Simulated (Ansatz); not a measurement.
**Two states of YbMnH$_{3}$**

```
Mn H Yb
1.0
     3.59358    0.00000    0.00000
     0.00000    3.59358    0.00000
     0.00000    0.00000    3.59358
Mn H Yb
1 3 1
Direct
  0.00000 0.00000 0.00000
  0.50000 0.00000 0.00000
  0.00000 0.50000 0.00000
  0.00000 0.00000 0.50000
  0.50000 0.50000 0.50000
```

Single point in Ansatz 0.2.0 with PBE, with U_eff = 2.58 eV on Mn d, U_eff = 5.93 eV on Yb f (all-electron-ortho-atomic projectors). Cutoff 420 eV, PAW datasets, 7×7×7 Γ-centred k mesh, fermi-dirac filling (width 0.1 eV).

State A: Mn1 down (collinear spin). State B: Mn1 up (collinear spin).

Problem. Compare the two self-consistent states.

Solution. State B is lower by 27.6 meV an atom at zero smearing; in free energy at this smearing B lies -21.8 meV an atom from A.

| state | free energy (meV/atom) | largest moment in a small sphere (μB) | net moment (μB/cell) | gap on mesh (eV) | pressure (GPa) | largest force (eV/Å) |
| --- | --- | --- | --- | --- | --- | --- |
| A | 21.8 | 2.65 | 3.17 | metal | 7.6 | 0.00 |
| B | 0.0 | 2.48 | 3.14 | metal | 8.2 | 0.00 |

Origin: a known structure type with other elements, at an estimated volume, so it need not be a known compound.
